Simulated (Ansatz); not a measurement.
MgO in space group R-3m (No. 166; Pearson symbol hR16), the program Ansatz at the PBEsol level (PAW). The conduction-band minimum lies at Γ, with 1 equivalent valley. Second derivatives d²E/dk² of the lowest band at one valley (eV·Å²), along Cartesian directions:

```
direction  d²E/dk²
---------  -------
[100]        22.65
[010]        22.65
[001]        13.44
[110]        22.65
[101]        18.06
[011]        18.06
```

Problem. Find the principal effective masses, the density-of-states mass and the conductivity mass.

Solution. Off-diagonal terms follow from H_xy = H[110] − (H_xx + H_yy)/2, and m*/mₑ = 7.620 eV·Å² over each eigenvalue: 0.34, 0.34, 0.57. One valley's DOS mass (m₁m₂m₃)^(1/3) = 0.40, conductivity mass 3/(Σ 1/mᵢ) = 0.39 mₑ.

Problem. What effective density of states Nc follows at 300 K for parabolic valleys?

Solution. Nc = 2.509e19 × 1 × (0.40)^(3/2) ≈ 6.3e18 cm⁻³.

The workflow started from a Materials Project entry (that database holds measured and hypothetical structures alike); the Crystallography Open Database copy checked does not list it. It is not the phase usual at ambient conditions (space group No. 225). The cell was relaxed with PBEsol under the symmetry of its start; whether a distortion lowers the energy is not shown.

Potentials: the earlier of the program's two PAW sets. The files were generated under PBE; for other functionals the program regenerates the frozen cores, and for LDA and PBEsol the local potential too.

Edges and masses are those of Kohn–Sham bands, whose gap is no quasiparticle gap.
